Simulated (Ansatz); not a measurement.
TaC:
```xyz
2
Lattice="0.0000 2.2198 2.2198 2.2198 0.0000 2.2198 2.2198 2.2198 0.0000" Properties=species:S:1:pos:R:3 pbc="T T T"
C      0.0000     0.0000     0.0000
Ta     2.2198     2.2198     2.2198
```

Relaxed with PBEsol.

### Question
Map the electron localisation function on the plane through (0.000, 0.000, 0.000) spanned by u = [1, 0, 0] and v = [0, 1, -1] in lattice vectors, from the program Ansatz at the PBEsol level (PAW).

### Answer
x is the fraction of u, y of v (the angle between them is 90°; rows are the nearest grid lines); atoms in the plane: C at (0.00, 0.00), Ta at (0.50, 0.50).
```
y \ x   0.000  0.0625  0.188  0.250  0.375  0.438  0.562  0.625  0.750  0.812  0.938   1.00
------  -----  ------  -----  -----  -----  -----  -----  -----  -----  -----  -----  -----
1.00    0.017   0.099  0.745  0.774  0.485  0.329  0.329  0.485  0.774  0.745  0.099  0.017
0.938   0.095   0.236  0.760  0.758  0.413  0.266  0.266  0.413  0.758  0.760  0.236  0.095
0.875   0.493   0.583  0.769  0.675  0.241  0.162  0.162  0.241  0.675  0.769  0.583  0.493
0.750   0.774   0.758  0.447  0.238  0.393  0.548  0.548  0.393  0.238  0.447  0.758  0.774
0.688   0.672   0.623  0.235  0.237  0.672  0.731  0.731  0.672  0.237  0.235  0.623  0.672
0.625   0.485   0.413  0.185  0.393  0.723  0.635  0.635  0.723  0.393  0.185  0.413  0.485
0.562   0.329   0.266  0.221  0.547  0.634  0.294  0.294  0.634  0.547  0.221  0.266  0.329
0.438   0.329   0.266  0.221  0.547  0.634  0.294  0.294  0.634  0.547  0.221  0.266  0.329
0.375   0.485   0.413  0.185  0.393  0.723  0.635  0.635  0.723  0.393  0.185  0.413  0.485
0.312   0.672   0.623  0.235  0.237  0.672  0.731  0.731  0.672  0.237  0.235  0.623  0.672
0.250   0.774   0.758  0.447  0.238  0.393  0.548  0.548  0.393  0.238  0.447  0.758  0.774
0.125   0.493   0.583  0.769  0.675  0.241  0.162  0.162  0.241  0.675  0.769  0.583  0.493
0.0625  0.095   0.236  0.760  0.758  0.413  0.266  0.266  0.413  0.758  0.760  0.236  0.095
0.000   0.017   0.099  0.745  0.774  0.485  0.329  0.329  0.485  0.774  0.745  0.099  0.017
```

The density is the valence pseudo-density with augmentation charge, so density and ELF within about 1 Å of a nucleus are not all-electron values.

Space group Fm-3m (rock salt). Symmetry was held in the PBEsol relaxation. The run is not spin-polarised. Spin–orbit coupling is left out wherever it is not named.

Potentials: the later of the program's two PAW sets.
